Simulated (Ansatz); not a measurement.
Sb:
```yaml
crystal:
  lattice:
    - [3.07190, 0.00000, 0.00000]
    - [0.00000, 3.07190, 0.00000]
    - [0.00000, 0.00000, 3.07190]
  atoms:
    - { symbol: Sb, position: [0.00000, 0.00000, 0.00000] }
```

Relaxed with r²SCAN+D4.

### Question
Which orbitals make up the states near the Fermi level in DFT-r²SCAN+D4 in the program Ansatz with PAW potentials?

### Answer
Within 0.5 eV of the Fermi level: Sb 5p 85 %, Sb 5s 12 %. Projections are on Löwdin-orthogonalised atomic valence shells; empty p or d shells of many metals are not among them.

### Question
Tabulate the density of states.

### Answer
States/eV per cell of 1 atom, in 0.25 eV bins, energy from the Fermi level.

```tsv
E (eV)	total	Sb 5p	Sb 5s
-7.85	0.27	0.05	0.21
-7.60	0.21	0.04	0.16
-7.35	0.16	0.04	0.12
-7.10	0.12	0.03	0.09
-6.85	0.10	0.02	0.08
-6.60	0.08	0.02	0.06
-6.35	0.06	0.02	0.05
-6.10	0.07	0.03	0.04
-5.85	0.17	0.14	0.03
-5.60	0.22	0.19	0.03
-5.35	0.28	0.25	0.03
-5.10	0.32	0.29	0.03
-4.85	0.37	0.34	0.02
-4.60	0.42	0.39	0.02
-4.35	0.48	0.45	0.02
-4.10	0.59	0.56	0.03
-3.85	0.69	0.66	0.03
-3.60	0.69	0.66	0.03
-3.35	0.66	0.62	0.04
-3.10	0.68	0.63	0.04
-2.85	0.65	0.60	0.04
-2.60	0.64	0.59	0.04
-2.35	0.66	0.60	0.05
-2.10	0.62	0.56	0.05
-1.85	0.59	0.53	0.05
-1.60	0.58	0.52	0.06
-1.35	0.53	0.47	0.05
-1.10	0.51	0.44	0.05
-0.85	0.49	0.42	0.06
-0.60	0.48	0.41	0.05
-0.35	0.47	0.40	0.05
-0.10	0.45	0.38	0.06
0.15	0.47	0.39	0.06
0.40	0.45	0.38	0.06
0.65	0.46	0.39	0.06
0.90	0.44	0.37	0.06
1.15	0.47	0.39	0.06
1.40	0.45	0.38	0.05
1.65	0.46	0.39	0.05
1.90	0.45	0.38	0.05
2.15	0.46	0.39	0.05
2.40	0.48	0.39	0.05
2.65	0.56	0.41	0.04
2.90	0.60	0.41	0.04
3.15	0.64	0.43	0.03
3.40	0.70	0.48	0.03
3.65	0.73	0.48	0.03
3.90	0.76	0.48	0.03
4.15	0.73	0.45	0.02
4.40	0.73	0.43	0.02
4.65	0.79	0.43	0.02
```

Space group Pm-3m (simple cubic). The first step of the workflow began from a Materials Project structure, measured or hypothetical; the Crystallography Open Database files this formula in space group No. 221, but the cells were not matched. It is not the phase usual at ambient conditions (space group No. 166). The cell was relaxed with r²SCAN+D4 under the symmetry of its start; whether a distortion lowers the energy is not shown. Scalar-relativistic: spin–orbit coupling is off unless named, which matters more the heavier the elements.

Potentials: the later of the program's two PAW sets.
